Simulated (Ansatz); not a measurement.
## Data sheet: CuI (DFT)

CuI:
```
CuI
1.0
    4.07026     0.00000     0.00000
    0.00000     4.07026     0.00000
    0.00000     0.00000     6.40131
Cu I
2 2
Direct
  0.50000   0.50000   0.50000
  0.00000   0.00000   0.50000
  0.50000   0.00000   0.76357
  0.00000   0.50000   0.23643
```

Space group P4/nmm (No. 129); conventional cell a = 4.070 Å, b = 4.070 Å, c = 6.401 Å, α = 90.00°, β = 90.00°, γ = 90.00°.

Method: the program Ansatz at the r²SCAN+D4 level (PAW). The cell and atoms are relaxed at this level. Other levels are named where they apply.

### Cell and energy

```
Item                                                          Result
-----------------------------------------------------  -------------
Volume per atom                                             26.51 Å³
Density                                                   5.96 g/cm³
Formation energy from the elements (no fitted shifts)  -0.16 eV/atom
```

### Electronic structure

```
Item                                                                               Value
------------------------------------------------  --------------------------------------
Band gap                                                                2.08 eV (direct)
Valence-band maximum                                                                at Γ
Conduction-band minimum                                                             at Γ
Electron effective mass                           0.23, 0.23, 0.24 mₑ (principal values)
Electron effective mass with spin–orbit coupling  0.23, 0.23, 0.24 mₑ (principal values)
Hole effective mass, band 1 of 2 at the edge               5.4 along x, 1.1 along z (mₑ)
Hole effective mass, band 2 of 2 at the edge              0.27 along x, 1.1 along z (mₑ)
Hole effective mass with spin–orbit coupling      0.41, 0.41, 0.98 mₑ (principal values)
HSE06 gap on the r²SCAN+D4 cell                                                  2.92 eV
Gap with spin–orbit coupling                                                     1.88 eV
```

### Magnetism

```
Item                                               Value
--------------  ----------------------------------------
Magnetic order  non-magnetic (starting moments vanished)
```

### Mechanics

```
Property                              Result
----------------------------------  --------
Bulk modulus (Birch–Murnaghan fit)  17.3 GPa
Pressure derivative B′                  10.2
```

### Charges

```
Property                    Result
-------------  -------------------
Bader charges  Cu +0.36, I -0.36 e
```

The start of the workflow was typed in or built on a structure type; the Crystallography Open Database copy checked does not list it. It is not the phase usual at ambient conditions (space group No. 216). The r²SCAN+D4 relaxation kept the symmetry of its start; whether a distortion lowers the energy is not shown. The workflow began spin-polarised and lost its moments. The references are the lowest solids computed at this level, not always the standard phases. Spin–orbit coupling is left out wherever it is not named.

Potentials: the earlier of the program's two PAW sets.
